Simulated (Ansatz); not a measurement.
# Al2O3 — experiment and calculation at the nuclei

Cell of run 1: a refined structure from the COD, taken as it stands.

Space group R-3c:H (No. 167); a = 4.7605, c = 12.9956 Å, γ = 120.00°.

```csv
site,Wyckoff,site symmetry,x,y,z
Al,12c,3.,0.0000,0.0000,0.3522
O,18e,.2,0.9733,0.3333,0.5833
```

One atom of each set is listed; the run and its k-mesh use a cell of 10 atoms with edges of 5.13, 5.13, 5.13 Å.

All runs are DFT with Ansatz 0.2.0 (plane waves and PAW, scalar-relativistic unless spin–orbit coupling is named, Γ-centred meshes, Fermi–Dirac smearing) in this cell.

Run 1: PBE, atoms as given; 420 eV, 8×8×8 k-points, smearing 0.02 eV.
Run 2: PBE, atoms relaxed; 420 eV, 8×8×8 k-points, smearing 0.02 eV.
Run 3: r2SCAN, at the relaxed atoms; 500 eV, 8×8×8 k-points, smearing 0.02 eV.
Run 4: LDA, at the relaxed atoms; 420 eV, 8×8×8 k-points, smearing 0.02 eV.

Relaxed positions (PBE, cell held):

Al (0.0000, 0.0000, 0.3521)
O (0.9731, 0.3333, 0.5833)

27Al: I = 5/2, Q = 146.6 mb (Pyykkö 2018). C_Q = eQV_zz/h.

Task: Give |C_Q| of 27Al for each run, and set them against experiment.

Result: 

```json
{"quantity": "|C_Q| of 27Al", "unit": "MHz", "measured": "2.38", "run 1": "2.03", "run 2": "1.98", "run 3": "1.99", "run 4": "2.01"}
```

The runs' values of the |C_Q| of 27Al lie within 2 % of one another and miss by -15 % to -17 %, so the changes tried here don't explain the miss.

**Where the measured values come from.**

“Ab initio 27Al NMR chemical shifts and quadrupolar parameters for Al2O3 phases and their precursors”, 2011, arXiv:1110.0231 quotes: |C_Q| of 27Al 2.38 MHz.

The runs hold the atoms at rest, while the measurements include thermal motion.

With these PAW files V_zz is typically within 2 to 3 % of all-electron values, but misses above 10 % occur on Al. The cell isn't the equilibrium one in runs 1, 2, 4 (calculated pressure 7, 7, -5 GPa), and the entry's cell may itself be off.
